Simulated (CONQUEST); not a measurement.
A self-consistent single point of TiO2 (P4_2/mnm, 6 atoms in the cell; from Materials Project mp-2657, lattice scaled a little) with CONQUEST.

Level of theory: PBE+D2, numerical atomic orbitals double-zeta with polarisation (the shipped basis), PseudoDojo norm-conserving potentials made for PBE (CONQUEST).

```
TiO2
1.0
    4.65826     0.00000     0.00000
    0.00000     4.65826     0.00000
    0.00000     0.00000     2.99679
Ti O
2 4
Cartesian
  2.32913   2.32913   0.00000
  0.00000   0.00000   1.49840
  3.24066   3.24066   1.49840
  1.41760   1.41760   1.49840
  3.74673   0.91153   0.00000
  0.91153   3.74673   0.00000
```

Reference input (self-consistent single point, DFT, PBE, numerical atomic orbitals double-zeta with polarisation (the shipped basis), PseudoDojo norm-conserving potentials made for PBE): basis = DZP; Diag.MPMeshX, Y, Z = 5 5 7; potentials = PseudoDojo norm-conserving PBE; Grid.GridCutoff = 140 Ha; DM.SolutionMethod = diagon; Diag.SmearingType = 1; Diag.kT = 0.000735 Ha; Diag.GammaCentred = true; Diag.MPOrder = 0; minE.SCTolerance = 1.0e-07; SC.MaxIters = 100; SC.LinearMixingFactor = 0.3. This run's input differs from it in these lines:

```diff
@@ -14,2 +14,3 @@
 %endblock
+General.DFT_D2                 T
```

The program printed (abridged):

```
    new_SC_potl: Starting.  Tolerance:  0.10000E-06

    PulayMixSC: Starting Pulay mixing, A_up =  0.300 A_dn =  0.300
    PulayMixSC: Spin non-polarised calculation.
          Harris-Foulkes Energy            :     -5047.837009504509297 eV
          (TS=0 as O(N) or entropic contribution is negligible)
          DFT Total Energy                 :     -5018.411895246181302 eV
          Total number of electrons        :        47.999999999998074
    PulayMixSC: Pulay iteration     1 residual:              0.10078E-01
          Harris-Foulkes Energy            :     -5039.566563717113240 eV
   [... lines left out ...]
          (TS=0 as O(N) or entropic contribution is negligible)
          DFT Total Energy                 :     -5039.379647057695365 eV
          Total number of electrons        :        48.000025680351939
    PulayMixSC: Pulay iteration    10 residual:              0.13889E-06
          Harris-Foulkes Energy            :     -5039.379647057975490 eV
          (TS=0 as O(N) or entropic contribution is negligible)
          DFT Total Energy                 :     -5039.379647057806324 eV
          Total number of electrons        :        48.000025681504816
    PulayMixSC: Pulay iteration    11 residual:              0.72084E-07
    PulayMixSC: Reached SCF tolerance of  0.72084E-07 after     11 iterations
      | Number of electrons      =        48.000026
      |* band energy as 2Tr[K.H] =     -1237.985690638427286 eV
      |  screened ion-ion energy =     -3907.853438141642982 eV
      |  Ha correction           =        -0.470418491298938 eV
      |  XC correction           =       107.999572439507943 eV
      |* Harris-Foulkes energy   =     -5039.379647057975490 eV
      |* DFT total energy        =     -5039.379647057806324 eV
      |  estimated accuracy      =        -0.000000000168600 eV

    force: Forces on atoms (eV/a0)
    force:  Atom   X              Y              Z
    force:     1   0.0000000000   0.0000000000  -0.0000000000
    force:     2  -0.0000000000  -0.0000000000   0.0000000000
   [... lines left out ...]
    force:     6  -0.0409721954   0.0409721954   0.0000000000

    force: Maximum force :        0.04097220(eV/a0) on atom         3 in y direction
    force: Force Residual:        0.04731062 eV/a0
    force: Total stress:          6.30239256     6.30239256     5.85810390 GPa
    force: Average pressure:     -6.15429634 GPa

    force: Finished force
    get_E_and_F: Change in energy during last step of electronic optimisation: -0.63665E-10
```

The run converged in 11 iterations. CONQUEST prints the stress tensor with tension positive. Against the reference run the pressure goes from -2.77 to -6.15 GPa and the largest force goes from 0.138 to 0.109 eV/Å.

The program uses no crystal symmetry, so grid and mesh can part values that symmetry would make equal. The atom-centred basis is finite, which shifts total energies, pressures and forces against plane waves. The structure comes from a collection of computed structures, made at another level of theory; the collection holds predicted forms beside known ones. Its lattice was then scaled.

Cost on one core: very roughly 80 core-seconds.
